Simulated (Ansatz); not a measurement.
The elements of this relaxed trial crystal are hidden behind letters.

```
lattice vectors (Å)
   5.4351    0.0000    0.0000
  -2.7175    4.7069    0.0000
   0.0000    0.0000   13.3759
fractional positions
X 0.3333 0.6667 0.1626
X 0.0000 0.0000 0.5000
X 0.6667 0.3333 0.8374
Z 0.0000 0.0000 0.0000
```

The calculation used Ansatz 0.2.0, DFT PBE, scalar-relativistic, plane waves, PAW. The final run on the 4-atom cell used 420 eV, a Γ-centred 12×12×4 mesh, 0.10 eV smearing and no spin polarisation.

* Space group: P-3m1 (No. 164)
* Conventional cell: a = 5.435 Å, c = 13.376 Å
* Volume per atom: 85.55 Å³
* Density: 2.27 g/cm³
* Formation energy: +0.21 eV/atom
* Gap on the 12×12×4 mesh of the 4-atom cell: 0 eV (a metal)

Energies are uncorrected and count from the elements' standard states at the same level.

Problem. X is an s-block element of period 6 and Z is a p-block element of period 4. Which elements are they?

Solution. X = Cs, Z = Ga, so the formula is Cs3Ga. Density times volume gives a mean mass of 2.27 × 85.55/1.6605 = 117.0 u per atom, and this set has 117.1 u. Among the elements that the hints allow, noble gases aside, only these give it. Around Cs on a site of symmetry 3m lie 3 Ga at 3.82 Å and 12 Cs at 5.36–5.50 Å; Cs on a site of symmetry -3m is surrounded by 12 Cs at 5.44–5.50 Å; around Ga lie 6 Cs at 3.82 Å.

The cell is a metal run without spin; a magnetic state may lie lower. Symmetry constrained the relaxation, so the result can be a saddle point.
